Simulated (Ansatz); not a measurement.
An Ansatz input:

```yaml
crystal:
  lattice:
    - [0.0, 2.3969338415, 2.3969338415]
    - [2.3969338415, 0.0, 2.3969338415]
    - [2.3969338415, 2.3969338415, 0.0]
  atoms:
    - { symbol: Co, position: [0.125, 0.125, 0.125] }
    - { symbol: Co, position: [0.875, 0.875, 0.875] }
hamiltonian:
  xc: lda
  pseudopotentials:
    kind: paw_fr
    azcp:
      Co: "pseudopotentials/Co.paw.azcp"
basis:
  ecutwfc: 420
  fft_grid_basis: typed
kpoints:
  mp_grid: { grid: [11, 11, 11], shift: [0, 0, 0] }
magnetization:
  noncollinear: true
  spin_orbit: true
scf:
  occupations: { method: fermi_dirac, width: 0.1 }
```

and its output:

```
Warning: the record states the generating functional pbe (its physics header spells it `PBE`), which answers neither for hamiltonian.xc's functional nor for the lda family's — results may be inconsistent (PPs are generated against a specific XC)
Engine: ansatz 0.2.0, aarch64-unknown-linux-gnu
Pseudopotentials: kind: paw_fr
Pseudopotential: Co, paw_fr, valence charge 17, recommended cutoff 420 eV (normal) 
Functional definition: SPW92
  exchange = slater_x
  correlation = pw_c
non-collinear run that drives no moment, with spin-orbit: no starting moment large enough to seed its density (crystal.atoms[].spin), no starting occupations that ask for one, no magnetisation constraint and no magnetic field, so the semilocal B_xc is pinned to zero
Crystal: 2 atoms, lattice volume = 27.542 Å³
Basis set: ecut = 420 eV, 537 PW (Γ)
Bands: 42, of which v1, the nominal top of the filled ones, is band 34 counted from 1 (33 counted from 0)
Symmetry: 48 space group operations + 48 with time reversal
Magnetic group: BNS 227.129 (UNI 1631), of the structure as read, at distance tolerance 3.0e-5 Å
k-points: 56 of 1331
Projection manifold: j_resolved (fully-relativistic pseudo-atomic orbitals)
Non-local potential: Co, projectors of the file, l = 0: 3, l = 1: 4, l = 2: 6, l = 3: 2
PAW form: soft (Blöchl's): semilocal exchange-correlation on the pseudo side does not see the compensation charge
PAW frozen core: Co, regenerated for the run's functional, and the local potential with it (the file was generated under x = pbe(κ = 0.804, μ = 0.2195149727645171), c = pbe(β = 0.06672455060314922))
PAW one-centre angular grid: Co, 590 points (default); XC on 64 Gauss nodes
Initial density: superposition of atomic densities (chi_scale 0.1, normalization cell)
Initial wavefunctions: pseudopotential atomic-orbital guess
Functional: x = slater, c = lda
SCF iter   1: F=—  HF=-10123.575199 eV  |F-HF|=—  |Δ(HF+E_count)|=         —  Δρ=5.18e-2  dr2=8.85e-1  dr2_m=0.00e0 (ungated)  ethr=3.10e-3  |M|=0.00e0 ∫|m|=0.00e0 μB  |m|>n=0.0e0 m-floor=0.0e0 τ_xc=0.0e0  β_m=0.30  ⟨swp⟩=8.2  Hψ=5884  notcnv=0
spin=Noncollinear: Kerker preconditioning applied to the charge; magnetization (m_x, m_y, m_z) channels mix plain (no charge-response kernel on spin).
SCF iter   2: F=—  HF=-10123.466153 eV  |F-HF|=—  |Δ(HF+E_count)|=   1.09e-1  Δρ=3.74e-2  dr2=4.13e-1  dr2_m=0.00e0 (ungated)  ethr=2.60e-3  |M|=0.00e0 ∫|m|=0.00e0 μB  |m|>n=0.0e0 m-floor=0.0e0 τ_xc=0.0e0  β_m=0.51  ⟨swp⟩=2.0  Hψ=1522  notcnv=0
SCF iter   3: F=—  HF=-10123.358263 eV  |F-HF|=—  |Δ(HF+E_count)|=   1.08e-1  Δρ=2.67e-2  dr2=2.38e-1  dr2_m=0.00e0 (ungated)  ethr=1.22e-3  |M|=0.00e0 ∫|m|=0.00e0 μB  |m|>n=0.0e0 m-floor=0.0e0 τ_xc=0.0e0  β_m=0.49  ⟨swp⟩=3.0  Hψ=1773  notcnv=0
SCF iter   4: F=—  HF=-10123.291581 eV  |F-HF|=—  |Δ(HF+E_count)|=   6.67e-2  Δρ=5.37e-3  dr2=9.37e-3  dr2_m=0.00e0 (ungated)  ethr=7.00e-4  |M|=0.00e0 ∫|m|=0.00e0 μB  |m|>n=0.0e0 m-floor=0.0e0 τ_xc=0.0e0  β_m=0.75  ⟨swp⟩=2.0  Hψ=1889  notcnv=0
SCF iter   5: F=—  HF=-10123.295381 eV  |F-HF|=—  |Δ(HF+E_count)|=   3.80e-3  Δρ=8.86e-3  dr2=1.14e-2  dr2_m=0.00e0 (ungated)  ethr=2.75e-5  |M|=0.00e0 ∫|m|=0.00e0 μB  |m|>n=0.0e0 m-floor=0.0e0 τ_xc=0.0e0  β_m=0.75  ⟨swp⟩=2.1  Hψ=2357  notcnv=0
SCF iter   6: F=—  HF=-10123.293611 eV  |F-HF|=—  |Δ(HF+E_count)|=   1.77e-3  Δρ=6.35e-4  dr2=5.38e-5  dr2_m=0.00e0 (ungated)  ethr=2.75e-5  |M|=0.00e0 ∫|m|=0.00e0 μB  |m|>n=0.0e0 m-floor=0.0e0 τ_xc=0.0e0  β_m=0.73  ⟨swp⟩=2.0  Hψ=1649  notcnv=0
SCF iter   7: F=—  HF=-10123.293692 eV  |F-HF|=—  |Δ(HF+E_count)|=   8.05e-5  Δρ=6.99e-4  dr2=6.40e-5  dr2_m=0.00e0 (ungated)  ethr=1.58e-7  |M|=0.00e0 ∫|m|=0.00e0 μB  |m|>n=0.0e0 m-floor=0.0e0 τ_xc=0.0e0  β_m=0.87  ⟨swp⟩=2.0  Hψ=2158  notcnv=0
SCF iter   8: F=—  HF=-10123.293699 eV  |F-HF|=—  |Δ(HF+E_count)|=   6.96e-6  Δρ=1.29e-4  dr2=1.91e-6  dr2_m=0.00e0 (ungated)  ethr=1.58e-7  |M|=0.00e0 ∫|m|=0.00e0 μB  |m|>n=0.0e0 m-floor=0.0e0 τ_xc=0.0e0  β_m=0.93  ⟨swp⟩=2.0  Hψ=1662  notcnv=0
SCF iter   9: F=-10123.293699 eV  HF=-10123.293699 eV  |F-HF|=1.86e-8  |Δ(HF+E_count)|=   1.87e-7  Δρ=1.53e-5  dr2=3.86e-8  dr2_m=0.00e0 (ungated)  ethr=2.94e-10  |M|=0.00e0 ∫|m|=0.00e0 μB  |m|>n=0.0e0 m-floor=0.0e0 τ_xc=0.0e0  ⟨swp⟩=1.9  Hψ=3602  notcnv=0
SCF 1 converged in 9 iterations: F = -10123.293699 eV  dr2 = 3.86e-8
SCF converged after 9 iterations
Magnetization: |M| = 0.0000 μB,  M = (+0.0000, +0.0000, +0.0000) μB
Absolute magnetization: 0.0000 μB (∫|m|)
  site 0: m = (+0.0000, +0.0000, +0.0000) μB, |m| = 0.0000 μB  (R = 0.86 Å)
  site 1: m = (+0.0000, +0.0000, +0.0000) μB, |m| = 0.0000 μB  (R = 0.86 Å)
Free energy (F): -10123.293699 eV
Harris-Foulkes:  -10123.293699 eV  (|F-HF|=1.86e-8)
Internal energy: -10123.168400 eV  (E = F + TS)
E sigma→0 (E₀):  -10123.231050 eV
Entropy (-TS):   -0.125299 eV (-62.650 meV/atom)
Fermi energy:    13.463070 eV
--- Per-component energies (eV) ---
  E_band       = -666.046037
  E_kinetic    = 916.526153
  E_local      = -7017.344259  (includes V_loc(G=0)·N_el)
  E_nonlocal   = 923.856542
  E_hartree    = 2955.911680
  E_xc         = -314.646849
  E_vxc        = -408.469710  (∫ρ·V_xc dr)
  E_paw        = -2912.099194  (= ΣΔE_a)
  E_vpaw       = -992.419380  (= ΣTr[D̂ρ^β])
  E_aug_tail   = 0.000059  (compensation charges beyond the density's cutoff)
  E_ewald      = -4676.213093
  E_core_change = 0.840561  (= ΣΔE_core)
  E_smearing   = -0.125299  (= −TS)
  E_closure    = -0.000000  (closes the sum)
  Σ components = -10123.293699   (vs F -10123.293699, Δ=0.00e0)
```

Command:

```sh
ansatz run input.yaml --threads 2 --pin off --max-ram 5120MiB --backend cpu --events-out ev --progress --plain --runs-dir out
```

On 2 threads of Arm Neoverse V2 (shared host) this took about 4.9 s of wall time and 9.6 s of CPU time.
